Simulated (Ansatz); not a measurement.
Relaxed-ion elastic tensor of MoW (rock salt, space group No. 225) in GPa (Voigt order), the program Ansatz at the PBEsol level (PAW); density 13.37 g/cm³, 17.37 Å³ per atom.

```
 494  82.7  82.7   0.0   0.0   0.0
82.7   494  82.7   0.0   0.0   0.0
82.7  82.7   494   0.0   0.0   0.0
 0.0   0.0   0.0  -104   0.0   0.0
 0.0   0.0   0.0   0.0  -104   0.0
 0.0   0.0   0.0   0.0   0.0  -104
```

### Question
Is the crystal mechanically stable?

### Answer
No: the smallest eigenvalue of C is -104 GPa.

Space group Fm-3m (rock salt). The start of the workflow was typed in or built on a structure type; neither database checked (COD, Materials Project) lists it. Whether it is the stable phase at ambient conditions was not checked. Symmetry was held in the PBEsol relaxation. At this level the phase is mechanically unstable. No spin polarisation was allowed. Its formation energy is positive at this level, so the cell may be metastable or incomplete. As this level gives no gap, shear constants depend on the k-mesh and smearing (Fermi–Dirac, 0.1 eV here). On the denser mesh and wider smearing of the elastic run this cell carries a stress of 0.3 GPa. Scalar-relativistic: spin–orbit coupling is off unless named, which matters more the heavier the elements.

Potentials: the later of the program's two PAW sets.
